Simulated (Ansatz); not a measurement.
**W3Si: energy along a strain**

W3Si, Im-3m, a = 5.208 Å. The structure is a Materials Project entry; whether it is the stable form wasn't checked. Ansatz: PBE, PAW, 420 eV, Γ-centred 14×14×14 mesh on 4 atoms, Gaussian smearing 0.15 eV; no spin polarisation. Cell vectors (Å): -2.604 2.604 2.604; 2.604 -2.604 2.604; 2.604 2.604 -2.604. The cell is strained by x per cent times the pattern (0 0 1 0 0 0) in the order xx yy zz yz xz xy (engineering shears), with fractional coordinates held. y is the free energy over the start, V0 = 17.652 Å³/atom.

```
x (%) y (meV/atom)
-6.00         98.36
-4.50         52.34
-3.00         22.03
-1.50          5.23
 0.00          0.00
 1.50          4.65
 3.00         17.71
 4.50         37.90
 6.00             ?
```

Problem. Fit y = c2 x² + c3 x³ to the other rows, get the stiffness along the pattern, and predict the missing energy.

Solution. Least squares on the rows shown. y = 2.2330 x² − 0.082111 x³. The clamped-ion stiffness p·C·p = 2 × 22.33 eV × 160.2 / 17.652 Å³ = 405 GPa, which is C33 in these axes (C11 of the cubic crystal). At x = 6.00 the fit asked for gives 62.65 meV/atom. The run gave 64.10 meV/atom, so the fit is 1.45 meV/atom too low, 1.5 % of the span of the series, against an rms of 0.22 meV/atom on the fitted rows. The row lies outside the fitted range. With a term in x⁴ added, a fit to the same known rows predicts 64.10 meV/atom, so most of the miss is curvature that the known rows already hold.

Spin–orbit coupling is left out, which can shift energies with elements as heavy as these.